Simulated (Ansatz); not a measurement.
Run on fcc Pt (111), 5 layers: DFT, PBEsol, all-electron LAPW, scalar-relativistic (Ansatz 0.2.0). This run: Au in place of Pt in the middle layer.

The slab is cut from a bulk crystal relaxed on PAW files (its atoms may have been relaxed since).

Command: `ansatz run input.yaml --threads 2 --pin off --max-ram 4096MiB --backend cpu --events-out ev --progress --plain --runs-dir out` It took 4.4 min on 2 threads of Arm Neoverse V2 (shared host), peak memory 1.3 GiB.

```yaml
crystal:
  lattice:
    - [2.7712080012, 0.0, 0.0]
    - [-1.3856040006, 2.3999365282, 0.0]
    - [0.0, 0.0, 25.0507]
  atoms:
    - { symbol: Pt, position: [0.8333333333, 0.1666666667, 0.3196509584] }
    - { symbol: Pt, position: [0.1666666667, 0.8333333333, 0.4105097613] }
    - { symbol: Au, position: [0.5, 0.5, 0.5000000193] }
    - { symbol: Pt, position: [0.8333333333, 0.1666666667, 0.5894902467] }
    - { symbol: Pt, position: [0.1666666667, 0.8333333333, 0.6803490143] }
kpoints:
  mp_grid: { grid: [17, 17, 1] }
scf:
  occupations: { method: fermi_dirac, width: 0.08 }
hamiltonian:
  xc: pbesol
  pseudopotentials: { kind: all_electron, lapw: { basis_error: 0.001 } }
output:
  forces: true
  stress: true
  eigenvalues: true
efield:
  axis: 3
  amplitude: 0
  dipole_correction: true
```

Output:

```
LAPW: plane waves up to 8.500 Å⁻¹, error target 1.0e-3 eV per atom; small_component_spin mean_spin; Pt in spheres of 1.376 Å, 42 of its electrons in bands, Dirac shells []; Au in spheres of 1.379 Å, 43 of its electrons in bands, Dirac shells [] (how accurate: hamiltonian.pseudopotentials.lapw.basis_error, Limitations)
Engine: ansatz 0.2.0
Pseudopotentials: kind: all_electron
Pseudopotential: Pt, LAPW, valence charge 42, lapw/all_electron/scalar/gaussian/Pt, Koelling and Harmon's equation, gaussian nucleus
Pseudopotential: Au, LAPW, valence charge 43, lapw/all_electron/scalar/gaussian/Au, Koelling and Harmon's equation, gaussian nucleus
Functional definition: PBEsol
  exchange = pbesol_x
  correlation = pbesol_c
Crystal: 5 atoms, lattice volume = 166.605 Å³
Basis set: ecut = 275.29289290889653 eV, 1735 PW (Γ), exchange–correlation at level 2
Bands: 127, of which v1, the nominal top of the filled ones, is band 106 counted from 1 (105 counted from 0)
Symmetry: 6 space group operations
k-points: 33 of 289 (time reversal used)
Non-local potential: Pt, projectors of the file, none
Non-local potential: Au, projectors of the file, none
Initial density: superposition of atomic densities (neutral atoms: chi_scale 0, normalization atom)
Initial wavefunctions: plane waves of lowest kinetic energy (no species holds an atomic orbital)
Functional: x = pbesol(κ = 0.804, μ = 0.12345679012345678), c = pbesol(β = 0.046)
iter 1 solved again at ethr=2.51e-3 eV; its pass at ethr=1.00e-1 eV (dr2=5.30e0 eV) is discarded
SCF iter   1: F=—  HF=-2520355.570695 eV  |F-HF|=—  |Δ(HF+E_count)|=         —  Δρ=2.50e-2  dr2=5.30e0  ethr=2.51e-3  p=0.000 e·Å  D=1.00e-13 V/Å  ΔV_dip=-0.00 eV  dr2_dipole=5.13e-12  V_vac-E_F(+/−)=4.70/4.70 eV  ⟨swp⟩=2.1  Hψ=25944  notcnv=0
efield: sawtooth ramp at fractional position 0.9500 (placed from the atoms, in the widest stretch of the axis that holds none; the zero of the levels goes with the place), width 0.1000; the density the first Hamiltonian is built on has a dipole p = 0.000 e·Å; the dipole correction subtracts the counter field D = 4.89e-13 V/Å, which shifts the + side's vacuum level by -0.00 eV against the − side's; the planar-averaged density in the ramp window peaks in size at 3.8e-7 e/Å³
preconditioner: auto → LDOS  [metal: Δε(μ)=0.016 eV  Ē_g=12.261 eV  σ=0.080 eV  W_gap=0.05  n_scr=76 (ndim 8)  ℏωp=20.5 eV  f_vac=0.531  D(μ)=7.54/eV (n_scr^D=76)  β→1.0]
SCF iter   2: F=—  HF=-2520355.274453 eV  |F-HF|=—  |Δ(HF+E_count)|=   2.96e-1  Δρ=1.29e-2  dr2=2.43e0  ethr=2.51e-3  p=0.000 e·Å  D=3.97e-7 V/Å  ΔV_dip=-0.00 eV  dr2_dipole=9.48e-10  V_vac-E_F(+/−)=5.88/5.88 eV  ⟨swp⟩=2.9  Hψ=12219  notcnv=0
SCF iter   3: F=—  HF=-2520353.702132 eV  |F-HF|=—  |Δ(HF+E_count)|=    1.57e0  Δρ=6.26e-3  dr2=5.69e-1  ethr=1.15e-3  p=-0.000 e·Å  D=-5.03e-7 V/Å  ΔV_dip=0.00 eV  dr2_dipole=3.39e-11  V_vac-E_F(+/−)=5.79/5.79 eV  ⟨swp⟩=2.7  Hψ=12840  notcnv=0
SCF iter   4: F=—  HF=-2520353.586305 eV  |F-HF|=—  |Δ(HF+E_count)|=         —  Δρ=3.03e-3  dr2=2.06e-1  ethr=2.70e-4  p=-0.000 e·Å  D=-4.34e-7 V/Å  ΔV_dip=0.00 eV  dr2_dipole=2.38e-11  V_vac-E_F(+/−)=5.74/5.74 eV  ⟨swp⟩=2.0  Hψ=12587  notcnv=0
the basis was enlarged: its passes take 1.6 MiB over the memory plan, 2 of 2 planned eigensolver slots
SCF iter   5: F=—  HF=-2520353.564530 eV  |F-HF|=—  |Δ(HF+E_count)|=   2.18e-2  Δρ=1.33e-3  dr2=2.99e-2  ethr=9.75e-5  p=-0.000 e·Å  D=-1.62e-7 V/Å  ΔV_dip=0.00 eV  dr2_dipole=7.15e-11  V_vac-E_F(+/−)=5.89/5.89 eV  ⟨swp⟩=2.0  Hψ=11795  notcnv=0
iter 6 solved again at ethr=5.96e-7 eV; its pass at ethr=1.42e-5 eV (dr2=1.26e-3 eV) is discarded
[... lines left out ...]
--- Per-component energies (eV) ---
  E_band       = -20894.869042
  E_kinetic    = 2864011.648809
  E_xc         = -47984.261083
  E_efield     = 0.000000  (sawtooth field / dipole correction)
  E_electrostatic = -5336380.784507  (all electrons and nuclei)
  E_smearing   = -0.165026  (= −TS)
  E_closure    = 0.000000  (closes the sum)
  E_atoms      = -2520323.482157  (free atoms, spherical and without spin; not in F)
  Σ components = -2520353.561807   (vs F -2520353.561807, Δ=0.00e0)
  Basis errors (estimates in eV, not in F): energy 2.9e-4 per atom: plane waves 2.6e-4 (1.4e-4 summed), levels above the bands 1.7e-77, relativity 6.3e-8, radial functions 3.2e-5, core shells 1.3e-7; eigenvalues (radial functions only) 1.5e-6; not estimated: angular momenta, meshes, grids; target (lapw.basis_error) 1.0e-3; muffin-tin radii Pt 1.376 Å, Au 1.379 Å
--- Forces (eV/Å), atoms counted from 1 ---
  atom   1  Pt     0.00000000     0.00000000    -0.07529828
  atom   2  Pt    -0.00000000     0.00000000    -0.65300649
  atom   3  Au    -0.00000000     0.00000000    -0.00000689
  atom   4  Pt     0.00000000    -0.00000000     0.65300740
  atom   5  Pt    -0.00000000    -0.00000000     0.07530420
  max |Σ_I F_I| component: 6.49e-8 eV/Å
--- Stress (GPa, compression-positive) ---
       -1.657899      -0.000000      -0.000000
        0.000000      -1.657899       0.000000
        0.000000      -0.000000       3.473167
  P = ⅓ Tr σ = 0.0525 GPa (0.525 kbar)
--- Band table (eV; the first three rows and the last of 33) ---
  k-point 0: bands = ["-313.0352", "-313.0352", "-313.0183", "-313.0125", "-313.0125", "-293.2109", "-293.2109", "-293.2109", "-293.2109", "-293.1791", "-293.1791", "-293.1505", "-293.1505", "-293.1505", "-293.1505", "-292.9076", "-292.9076", "-292.9076", "-292.9076", "-292.7968", "-292.7968", "-292.7968", "-292.7968", "-292.7935", "-292.7935", "-95.9918", "-88.6254", "-88.6254", "-88.2503", "-88.2503", "-69.0032", "-68.9970", "-68.9970", "-68.9866", "-68.9863", "-68.9863", "-68.9734", "-57.1744", "-57.1744", "-57.1652", "-57.1652", "-57.1181", "-57.1181", "-57.1181", "-57.1181", "-57.1170", "-57.1170", "-57.1066", "-57.1066", "-57.1066", "-57.1066", "-56.8779", "-56.8779", "-56.8730", "-56.8730", "-56.7729", "-56.7729", "-56.7729", "-56.7729", "-56.7369", "-56.7369", "-56.7369", "-56.7369", "-56.7308", "-56.7308", "-47.4386", "-47.2604", "-47.2604", "-42.8168", "-42.8102", "-42.6586", "-42.6586", "-42.6584", "-42.6584", "-42.3370", "-42.3370", "-42.3370", "-42.3370", "-42.2186", "-42.2183", "-0.4939", "0.8378", "1.5737", "2.4670", "2.6289", "4.8130", "4.8130", "5.0767", "5.7398", "5.7398", "5.8862", "6.3006", "6.3006", "6.3182", "6.6541", "6.6541", "6.6939", "6.6939", "7.2126", "7.2137", "7.2137", "8.3624", "8.3624", "8.6092", "8.6092", "9.4725", "9.4725", "9.5125", "9.6498", "9.6498", "10.1767", "15.2721", "15.6085", "16.2374", "17.4812", "17.7517", "19.8001", "20.3871", "22.5816", "23.1715", "24.2373", "24.8433", "25.0793", "25.5051", "25.7256", "26.1872", "26.7122"]
  k-point 1: bands = ["-313.0352", "-313.0352", "-313.0183", "-313.0125", "-313.0125", "-293.2109", "-293.2109", "-293.2109", "-293.2109", "-293.1791", "-293.1791", "-293.1505", "-293.1505", "-293.1505", "-293.1505", "-292.9076", "-292.9076", "-292.9076", "-292.9076", "-292.7968", "-292.7968", "-292.7968", "-292.7968", "-292.7935", "-292.7935", "-95.9913", "-88.6247", "-88.6247", "-88.2496", "-88.2496", "-69.0032", "-68.9970", "-68.9970", "-68.9867", "-68.9864", "-68.9863", "-68.9734", "-57.1744", "-57.1744", "-57.1654", "-57.1654", "-57.1181", "-57.1181", "-57.1181", "-57.1181", "-57.1170", "-57.1170", "-57.1066", "-57.1066", "-57.1066", "-57.1066", "-56.8779", "-56.8779", "-56.8731", "-56.8731", "-56.7729", "-56.7729", "-56.7729", "-56.7729", "-56.7369", "-56.7369", "-56.7369", "-56.7369", "-56.7308", "-56.7307", "-47.4374", "-47.2697", "-47.2627", "-42.8147", "-42.8084", "-42.6714", "-42.6713", "-42.6617", "-42.6615", "-42.3492", "-42.3492", "-42.3400", "-42.3400", "-42.2174", "-42.2171", "-0.3722", "0.9561", "1.6920", "2.5797", "2.7503", "4.7361", "4.8940", "5.0470", "5.5129", "5.7764", "6.0278", "6.1919", "6.3450", "6.3919", "6.5764", "6.6561", "6.7280", "6.7769", "6.8262", "7.2293", "7.4161", "8.3449", "8.3493", "8.5816", "8.6670", "8.9477", "9.1173", "9.4744", "9.6549", "10.2175", "10.9054", "15.3478", "15.7008", "16.2955", "17.5417", "17.8332", "19.8928", "20.4450", "22.6753", "23.2563", "24.4099", "25.0220", "25.2186", "25.6530", "25.8322", "26.3254", "26.8261"]
  k-point 2: bands = ["-313.0352", "-313.0352", "-313.0183", "-313.0125", "-313.0125", "-293.2109", "-293.2109", "-293.2109", "-293.2109", "-293.1791", "-293.1791", "-293.1505", "-293.1505", "-293.1505", "-293.1505", "-292.9076", "-292.9076", "-292.9076", "-292.9076", "-292.7968", "-292.7968", "-292.7968", "-292.7968", "-292.7935", "-292.7935", "-95.9899", "-88.6225", "-88.6225", "-88.2474", "-88.2474", "-69.0031", "-68.9971", "-68.9970", "-68.9868", "-68.9864", "-68.9863", "-68.9733", "-57.1742", "-57.1742", "-57.1657", "-57.1657", "-57.1182", "-57.1182", "-57.1181", "-57.1181", "-57.1169", "-57.1169", "-57.1066", "-57.1066", "-57.1065", "-57.1065", "-56.8777", "-56.8777", "-56.8734", "-56.8734", "-56.7729", "-56.7729", "-56.7728", "-56.7728", "-56.7371", "-56.7371", "-56.7369", "-56.7369", "-56.7307", "-56.7307", "-47.4338", "-47.2965", "-47.2693", "-42.8090", "-42.8036", "-42.7080", "-42.7077", "-42.6707", "-42.6705", "-42.3839", "-42.3839", "-42.3486", "-42.3486", "-42.2141", "-42.2139", "-0.0188", "1.2937", "2.0275", "2.8936", "3.0904", "4.5480", "4.9215", "5.1291", "5.1918", "5.8530", "6.0065", "6.0491", "6.2869", "6.3890", "6.5050", "6.5913", "6.6586", "6.9252", "7.0159", "7.3281", "7.3771", "8.0974", "8.3120", "8.3128", "8.5239", "8.7264", "9.3147", "9.4759", "9.6659", "10.9696", "11.9435", "15.5652", "15.9772", "16.4730", "17.7422", "18.0760", "20.1669", "20.6141", "22.9338", "23.4839", "24.7863", "25.4794", "25.5097", "25.9565", "26.0075", "26.5793", "27.1179"]
  k-point 32: bands = ["-313.0352", "-313.0352", "-313.0183", "-313.0125", "-313.0125", "-293.2109", "-293.2109", "-293.2109", "-293.2109", "-293.1791", "-293.1791", "-293.1505", "-293.1505", "-293.1505", "-293.1505", "-292.9076", "-292.9076", "-292.9076", "-292.9076", "-292.7968", "-292.7968", "-292.7968", "-292.7968", "-292.7935", "-292.7935", "-95.9749", "-88.6001", "-88.6001", "-88.2254", "-88.2254", "-69.0024", "-68.9971", "-68.9970", "-68.9885", "-68.9867", "-68.9866", "-68.9726", "-57.1723", "-57.1723", "-57.1689", "-57.1689", "-57.1187", "-57.1187", "-57.1185", "-57.1185", "-57.1160", "-57.1160", "-57.1067", "-57.1067", "-57.1066", "-57.1066", "-56.8766", "-56.8766", "-56.8757", "-56.8757", "-56.7725", "-56.7725", "-56.7723", "-56.7723", "-56.7382", "-56.7381", "-56.7379", "-56.7379", "-56.7298", "-56.7298", "-47.4690", "-47.4354", "-47.3977", "-42.9413", "-42.9401", "-42.8959", "-42.8950", "-42.7643", "-42.7640", "-42.5990", "-42.5990", "-42.5562", "-42.5562", "-42.1844", "-42.1844", "3.3194", "3.6029", "3.6626", "3.9087", "4.2354", "4.8148", "4.9063", "5.1255", "5.1808", "5.5924", "5.6675", "5.8835", "6.6782", "6.7092", "6.9755", "6.9956", "7.1188", "7.2241", "7.9505", "8.2686", "8.5814", "9.0787", "9.2744", "9.4222", "9.5113", "13.6708", "13.7914", "14.7655", "15.0330", "15.1242", "15.8371", "16.5776", "16.6490", "17.6682", "17.9715", "18.5306", "19.2828", "20.0847", "20.1675", "21.3752", "22.1346", "22.4561", "22.7645", "22.8293", "23.5284", "24.0040", "24.0320"]
```

Spin–orbit coupling is left out, which matters for the heavy atoms. The cell is 1×1, so reconstructions are forbidden, and in slabs of four or five layers the relaxations can be far larger than at a real surface.
